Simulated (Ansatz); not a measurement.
## Structure relaxation, SiW2

The relaxed structure here is a generated cell of SiW2: the first start was made by placing the elements on the sites of a structure type, and the end was not matched to a known phase here, so it may be hypothetical.

The start is a generated trial cell of SiW2 in the AFLOW prototype AB2_cF48_227_c_e (as in Ti2C). The structure is fully relaxed (lattice and positions, P = 0) with r2SCAN (plane waves to 500 eV, PAW, scalar-relativistic; Ansatz, a quantum-chemistry and plane-wave program). The first steps use a coarse 4×4×4 k-mesh.

Input geometry:
```yaml
crystal:
  lattice:
    - [0.00000, 4.56646, 4.56646]
    - [4.56646, 0.00000, 4.56646]
    - [4.56646, 4.56646, 0.00000]
  atoms:
    - { symbol: Si, position: [0.62500, 0.62500, 0.62500] }
    - { symbol: Si, position: [0.12500, 0.62500, 0.62500] }
    - { symbol: Si, position: [0.62500, 0.12500, 0.62500] }
    - { symbol: Si, position: [0.62500, 0.62500, 0.12500] }
    - { symbol: W, position: [0.87000, 0.87000, 0.87000] }
    - { symbol: W, position: [0.39000, 0.87000, 0.87000] }
    - { symbol: W, position: [0.87000, 0.39000, 0.87000] }
    - { symbol: W, position: [0.87000, 0.87000, 0.39000] }
    - { symbol: W, position: [0.38000, 0.38000, 0.38000] }
    - { symbol: W, position: [0.86000, 0.38000, 0.38000] }
    - { symbol: W, position: [0.38000, 0.86000, 0.38000] }
    - { symbol: W, position: [0.38000, 0.38000, 0.86000] }
```

Question: How large is the pressure on the unrelaxed cell, and of which sign?

Answer: +27 GPa (positive: the cell is compressed).

Question: What is the largest force in the starting geometry, and on which atom (counted from 1)?

Answer: About 5.3 eV/Å, on W5, W6, W7, W8, W9, W10, W11, W12 (atoms numbered as listed).

Question: By how much does the energy per atom fall from start to end?

Answer: 0.76 eV/atom.

Question: What band gap does the relaxed structure have at this level?

Answer: No gap (metallic).

Question: Write out the relaxed structure.

Answer: 
```cif
data_Si16W32
_chemical_formula_sum 'Si16 W32'
_space_group_name_H-M_alt 'Fd-3m :1'
_space_group_IT_number 227
_space_group_name_Hall 'F 4d 2 3 -1d'
_cell_length_a 9.13515
_cell_length_b 9.13515
_cell_length_c 9.13515
_cell_angle_alpha 90.000
_cell_angle_beta 90.000
_cell_angle_gamma 90.000
loop_
_atom_site_label
_atom_site_type_symbol
_atom_site_symmetry_multiplicity
_atom_site_Wyckoff_symbol
_atom_site_fract_x
_atom_site_fract_y
_atom_site_fract_z
_atom_site_occupancy
Si1 Si 16 c 0.12500 0.12500 0.12500 1
W1 W 32 e 0.39538 0.39538 0.39538 1
```
(The calculation used a cell of 12 atoms; values per cell refer to that cell.)

The space group stays Fd-3m (No. 227) (the run could not lower it); the end is AFLOW prototype AB2_cF48_227_c_e (as in Ti2C), with 12 atoms in the primitive cell. Final values are on a 7×7×7 k-mesh of the relaxed cell. No spin polarisation in the result.

The run could not lose the symmetry of its start: the end is stationary, and may be a saddle point rather than a minimum.
